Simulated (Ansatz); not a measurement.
Polymorphs of Te₂W, each relaxed with LDA in the plane-wave PAW code Ansatz:

A: P6_3/mmc
a = 3.476 Å, b = 3.476 Å, c = 13.834 Å, α = 90.00°, β = 90.00°, γ = 120.00°

```
atom  site  symmetry       x       y       z
----  ----  --------  ------  ------  ------
Te      4f       3m.  0.6667  0.3333  0.1196
W       2c      -6m2  0.3333  0.6667  0.2500
```

B: Pmn2_1
a = 3.445 Å, b = 6.216 Å, c = 13.843 Å, α = β = γ = 90.00°

```json
[
 {"atom": "Te", "site": "2a", "symmetry": "m..", "x": "0.0000", "y": "0.2075", "z": "0.4038"},
 {"atom": "Te", "site": "2a", "symmetry": "m..", "x": "0.0000", "y": "0.2981", "z": "0.8578"},
 {"atom": "Te", "site": "2a", "symmetry": "m..", "x": "0.5000", "y": "0.1430", "z": "0.1574"},
 {"atom": "Te", "site": "2a", "symmetry": "m..", "x": "0.0000", "y": "0.6466", "z": "0.1111"},
 {"atom": "W", "site": "2a", "symmetry": "m..", "x": "0.0000", "y": "0.0418", "z": "0.0154"},
 {"atom": "W", "site": "2a", "symmetry": "m..", "x": "0.0000", "y": "0.6027", "z": "0.4997"}
]
```

Put the candidates in order of energy per atom at 0 K, lowest first, for LDA.

B (+0 meV/atom), A (+15 meV/atom)

Give each one's gap.

A 0.75 eV; B no gap.

Standing as an ambient phase not checked: A; B. Weakly bound layers, chains or molecules computed without a dispersion correction, so cells and soft constants are ill determined: A; B. All cells were relaxed under the symmetry of their starts (and spin orders); stability against distortions was not tested throughout. Named crystals with no word on spin ran without spin polarisation. Spin–orbit coupling is left out wherever it is not named.

Energies hold the estimated change up to a 700 eV cutoff; steps of a few meV lie near the error of the meshes.

Potentials: the earlier of the program's two PAW sets. The files were generated under PBE; for other functionals the program regenerates the frozen cores, and for LDA and PBEsol the local potential too.
